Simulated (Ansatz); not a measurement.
# MgMn₂P₂H₄O₁₀: a ladder of calculations

Cell of run 1: a Materials Project structure (computed, not necessarily an observed phase).

```cif
data_structure
_symmetry_space_group_name_H-M 'P 1'
_symmetry_Int_Tables_number 1
_cell_length_a 5.2188
_cell_length_b 5.5625
_cell_length_c 7.9602
_cell_angle_alpha 102.187
_cell_angle_beta 107.457
_cell_angle_gamma 103.514
_cell_volume 204.25
loop_
_atom_site_label
_atom_site_type_symbol
_atom_site_fract_x
_atom_site_fract_y
_atom_site_fract_z
_atom_site_occupancy
Mg1 Mg 0.69351 0.92828 0.90862 1
Mn2 Mn 0.04027 0.49700 0.48220 1
Mn3 Mn 0.03293 0.54074 0.01321 1
H4 H 0.55591 0.46925 0.69495 1
H5 H 0.81469 0.69596 0.66502 1
H6 H 0.43532 0.50091 0.30556 1
H7 H 0.17436 0.22286 0.23382 1
P8 P 0.29881 0.15322 0.79058 1
P9 P 0.72147 0.87373 0.24718 1
O10 O 0.59915 0.26538 0.94828 1
O11 O 0.28366 0.86862 0.69985 1
O12 O 0.44937 0.76419 0.06673 1
O13 O 0.73704 0.13409 0.36528 1
O14 O 0.29456 0.31717 0.65369 1
O15 O 0.05411 0.16042 0.86163 1
O16 O 0.73840 0.67449 0.35856 1
O17 O 0.96122 0.90213 0.16053 1
O18 O 0.22011 0.41698 0.26982 1
O19 O 0.76477 0.62172 0.75662 1
```

Atoms are numbered from 1 in the order listed; like atoms form one site, named after its first atom.

All runs are DFT with Ansatz 0.2.0 (plane waves and PAW, scalar-relativistic unless spin–orbit coupling is named, Γ-centred meshes, Fermi–Dirac smearing where given) in this cell. Start moments of run 1 as typed (μB): 5 on each Mn, none on the rest. Antiparallel start moments (μB): 0 -5 5 0 0 0 0 0 0 0 0 0 0 0 0 0 0 0 0 by atom.

Run 1: PBE, parallel start moments, atoms as given; 420 eV, 5×5×3 k-points, smearing 0.02 eV.
Run 2: r2SCAN, parallel start moments, atoms as given; 500 eV, 5×5×3 k-points, smearing 0.02 eV.
Run 3: PBE, antiparallel start moments, atoms as given; 420 eV, 5×5×3 k-points, smearing 0.02 eV.
Run 4: PBE+U, antiparallel start moments, atoms as given; 420 eV, 5×5×3 k-points, smearing 0.02 eV (U = 4.9 eV on Mn d).
Run 5: r2SCAN, antiparallel start moments, atoms as given; 500 eV, 5×5×3 k-points, smearing 0.02 eV.

```tsv
run	Mn2 V_zz (η)	O13 V_zz (η)	O18 V_zz (η)	O19 V_zz (η)	absolute moment (μB)
1	5.75 (0.43)	9.43 (0.35)	-8.65 (0.96)	11.32 (0.71)	9.9
2	6.13 (0.42)	9.57 (0.33)	-9.22 (0.93)	11.74 (0.70)	9.9
3	?	?	?	?	?
4	5.53 (0.46)	9.55 (0.34)	-8.99 (0.95)	11.45 (0.69)	9.9
5	6.13 (0.42)	9.57 (0.33)	-9.22 (0.93)	11.74 (0.70)	9.9
```

V_zz in 10²¹ V/m²; 4 of the 19 sets of like atoms are followed.

**Question.** Estimate the row of run 3.

**Answer.** Mn2: 5.75 (0.43); O13: 9.43 (0.35); O18: -8.65 (0.96); O19: 11.32 (0.71); absolute moment (μB): 9.9. It lies nearest to run 1, from whose tensors on these sites it differs by 0.00 at most (largest principal value of the difference). Taken one at a time, the functional (r2SCAN with its higher cutoff) moves the tensors on these sites by up to 0.59 (largest principal value of the change, on O18), the Hubbard term by 0.36 (O18), the magnetic start by 0.00.

The magnetic order is the one that the run reached from its start moments, not necessarily the measured one. In runs 1, 2, 5 the program didn't check the stability of the electronic state in full, so a lower one may lie near. In runs 1, 2, 3, 5 the atoms aren't at the calculated equilibrium (largest force 0.42, 0.52, 0.42, 0.52 eV/Å). The cell isn't the equilibrium one in runs 2, 5 (calculated pressure -5, -5 GPa), and the entry's cell may itself be off. Runs 1, 2: The moments were started parallel, and the run ended with some of them reversed.
